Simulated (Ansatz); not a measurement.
In DFT-r²SCAN+D4 in the program Ansatz with PAW potentials, Bi2HSe3 in the trigonal phase (R3m; Pearson symbol hR6) relaxes to a = 4.496 Å, c = 27.471 Å. Se on 3a has 6 nearest neighbours from 2.98 Å (octahedral); Bi on 3a has 6 nearest neighbours from 2.97 Å (octahedral). Against the elements it lies at -14 kJ/mol of atoms, with no fitted shifts.

Electronic character: metallic (no gap).

Bader charges are Se -0.84 to -0.37, Bi +0.93 to +1.01, H -0.01 e.

The start of the workflow was typed in or built on a structure type; neither database checked (COD, Materials Project) lists it. Whether it is the stable phase at ambient conditions was not checked. The r²SCAN+D4 relaxation kept the symmetry of its start; its stability against distortions is not shown here. With an odd number of electrons in the cell and no spin polarisation, the count alone makes it a metal. The references are the lowest solids computed at this level, not always the standard phases (solids in place of the gases). Scalar-relativistic: spin–orbit coupling is off unless named, which matters more the heavier the elements.

Potentials: the earlier of the program's two PAW sets.
